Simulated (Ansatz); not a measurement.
## TiClO in Ansatz, relaxation

Input:

```yaml
crystal:
  lattice:
    - [3.83041475, 0.0, 0.0]
    - [0.0, 3.4160427, 0.0]
    - [0.0, 0.0, 8.11562808]
  atoms:
    - { symbol: Ti, position: [0.0, 0.5, 0.122] }
    - { symbol: Ti, position: [0.5, 0.0, 0.878] }
    - { symbol: Cl, position: [0.0, 0.0, 0.32] }
    - { symbol: Cl, position: [0.5, 0.5, 0.68] }
    - { symbol: O, position: [0.0, 0.0, 0.935] }
    - { symbol: O, position: [0.5, 0.5, 0.065] }
kpoints:
  mp_grid: { grid: [6, 6, 3], shift: [0, 0, 0] }
magnetization:
  spin_polarized: true
scf:
  occupations: { method: fermi_dirac }
  lower_state_search: "off"
hamiltonian:
  pseudopotentials: { kind: paw }
  xc: r2scan
basis:
  ecutwfc: 500
  fft_grid_basis: typed
relax:
  max_steps: 80
  cell: { p_target: 0.0 }
output:
  forces: true
  stress: true
  eigenvalues: true
  bader: true
  populations: true
  elf: true
  write_potential: true
  volumetric_format: npy
  dos:
    e_range: [-12, 8]
    de: 0.05
    projected: { site_lists: { Cl: [Cl], O: [O], Ti: [Ti] } }
  write_density: true
checkpoint:
  read: saved_state
```

Run with:

```bash
ansatz run input.yaml --threads 2 --pin off --max-ram 4096MiB --backend cpu --events-out ev --progress --plain --runs-dir out
```

Origin of the cell: a database entry, scaled a little.

The smearing width isn't typed, so it takes its default of 0.1 eV.

The saved state is a converged single point of the same cell, with its larger moments on Ti1 up, Ti2 up.

Steps («new basis» is an SCF on plane waves selected anew at the same cell):

```
step  ΔF (meV/atom)  max force component (eV/Å)  P (GPa)  volume (Å³)  SCF iterations   step was
   1            0.0                       1.386    -0.57       106.19              10   accepted
   2          -27.7                       0.377    -0.19       106.67               7   accepted
   3          -31.9                       0.085     0.15       105.63               7   accepted
   4          -32.1                       0.017     0.02       106.41               7   accepted
   5          -32.2                       0.004    -0.02       106.37               6   accepted
   6          -32.2                       0.014     0.04       106.46               7   accepted
   7          -32.2                       0.002     0.00       106.47               6   accepted
   8          -32.2                       0.001     0.00       106.47               6  new basis
```

Step 1, with forces in eV/Å:

```xyz
6
Lattice="3.830 0.000 0.000 0.000 3.416 0.000 0.000 0.000 8.116" Properties=species:S:1:pos:R:3:forces:R:3 pbc="T T T" step=1
Ti    0.000    1.708    0.990    0.000    0.000   -1.386
Ti    1.915    0.000    7.126    0.000    0.000    1.386
Cl    0.000    0.000    2.597    0.000    0.000    0.757
Cl    1.915    1.708    5.519    0.000    0.000   -0.757
O     0.000    0.000    7.588    0.000    0.000    0.518
O     1.915    1.708    0.528    0.000    0.000   -0.518
```

Step 2, with forces in eV/Å:

```xyz
6
Lattice="3.784 0.000 0.000 0.000 3.477 0.000 0.000 0.000 8.106" Properties=species:S:1:pos:R:3:forces:R:3 pbc="T T T" step=2
Ti    0.000    1.739    0.942    0.000    0.000   -0.377
Ti    1.892    0.000    7.164    0.000    0.000    0.377
Cl    0.000    0.000    2.587    0.000    0.000    0.265
Cl    1.892    1.739    5.519    0.000    0.000   -0.265
O     0.000    0.000    7.649    0.000    0.000    0.262
O     1.892    1.739    0.457    0.000    0.000   -0.262
```

Step 3, with forces in eV/Å:

```xyz
6
Lattice="3.766 0.000 0.000 0.000 3.452 0.000 0.000 0.000 8.126" Properties=species:S:1:pos:R:3:forces:R:3 pbc="T T T" step=3
Ti    0.000    1.726    0.934    0.000    0.000    0.039
Ti    1.883    0.000    7.192    0.000    0.000   -0.039
Cl    0.000    0.000    2.627    0.000    0.000   -0.044
Cl    1.883    1.726    5.499    0.000    0.000    0.044
O     0.000    0.000    7.702    0.000    0.000    0.085
O     1.883    1.726    0.423    0.000    0.000   -0.085
```

Step 4, with forces in eV/Å:

```xyz
6
Lattice="3.774 0.000 0.000 0.000 3.459 0.000 0.000 0.000 8.152" Properties=species:S:1:pos:R:3:forces:R:3 pbc="T T T" step=4
Ti    0.000    1.729    0.928    0.000    0.000    0.017
Ti    1.887    0.000    7.224    0.000    0.000   -0.017
Cl    0.000    0.000    2.617    0.000    0.000    0.000
Cl    1.887    1.729    5.535    0.000    0.000    0.000
O     0.000    0.000    7.740    0.000    0.000   -0.004
O     1.887    1.729    0.412    0.000    0.000    0.004
```

Step 8, with forces in eV/Å:

```xyz
6
Lattice="3.779 0.000 0.000 0.000 3.450 0.000 0.000 0.000 8.167" Properties=species:S:1:pos:R:3:forces:R:3 pbc="T T T" step=8
Ti    0.000    1.725    0.929    0.000    0.000    0.001
Ti    1.889    0.000    7.238    0.000    0.000   -0.001
Cl    0.000    0.000    2.620    0.000    0.000    0.000
Cl    1.889    1.725    5.546    0.000    0.000    0.000
O     0.000    0.000    7.752    0.000    0.000    0.000
O     1.889    1.725    0.414    0.000    0.000    0.000
```

- Free energy lowered by: 32.2 meV/atom
- Volume change: 0.26 %
- Final pressure: 0.00 GPa
- Relaxation steps listed: 8
- Formation energy (elements under the same functional, gases as molecules, uncorrected): -2.624 eV/atom
- Gap on the mesh: none (metal)
- Site moments at the end (small spheres, which read low): Ti1 +0.7, Ti2 +0.7 μB
- Total moment: 2.00 μB

Caveats: the k mesh is coarse if the cell is a metal; the relaxation held the start's symmetry, so the end may be a saddle point.

Time: 110 s on 2 threads of Intel(R) Xeon(R) 6975P-C (Granite Rapids) (shared host), peak memory 0.85 GiB, from a saved density.
